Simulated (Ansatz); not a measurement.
Relaxed-ion elastic tensor of HfTeSe in space group P3m1 (No. 156; Hf on 1a, Te on 1c, Se on 1b) in GPa (Voigt order), r²SCAN+D4 in the plane-wave PAW code Ansatz; density 7.43 g/cm³, 28.67 Å³ per atom.

```
 104  20.8   6.2   2.4   0.0   0.0
20.8   104   6.2  -2.4   0.0   0.0
 6.2   6.2  27.3   0.0   0.0   0.0
 2.4  -2.4   0.0   8.7   0.0   0.0
 0.0   0.0   0.0   0.0   8.7   2.4
 0.0   0.0   0.0   0.0   2.4  41.4
```

**Question.** Is the crystal mechanically stable?

**Answer.** Yes: the smallest eigenvalue of C is 8.5 GPa.

**Question.** Work out the Voigt, Reuss and Hill averages.

**Answer.** K_V = 33.4, K_R = 21.5, K_H = 27.5; G_V = 25.2, G_R = 14.6, G_H = 19.9 GPa.

**Question.** Give Young's modulus, Poisson's ratio, Pugh's ratio and the universal anisotropy index.

**Answer.** E = 9KG/(3K + G) = 48.0 GPa; ν = 0.21; K/G = 1.38 (brittle by the Pugh limit of 1.75); A_U = 5G_V/G_R + K_V/K_R − 6 = 4.20.

**Question.** Estimate the sound speeds and the Debye temperature.

**Answer.** v_l = √((K + 4G/3)/ρ) = 2690 m/s, v_t = √(G/ρ) = 1630 m/s, mean 1810 m/s; Θ = (h/k)(3n/4πV)^(1/3) v_m = 176 K.

**Question.** How much does each axis shrink under pressure?

**Answer.** Linear compressibilities β_i = Σ_j S_ij (j = 1 to 3): x 6.4, y 6.4, z 34 per TPa.

The first step of the workflow began from a Materials Project structure, measured or hypothetical; the Crystallography Open Database copy checked does not list it. Its standing as an ambient phase is unchecked. The r²SCAN+D4 relaxation kept the symmetry of its start; whether a distortion lowers the energy is not shown. The run is not spin-polarised. Scalar-relativistic: spin–orbit coupling is off unless named, which matters more the heavier the elements.

Potentials: the later of the program's two PAW sets.
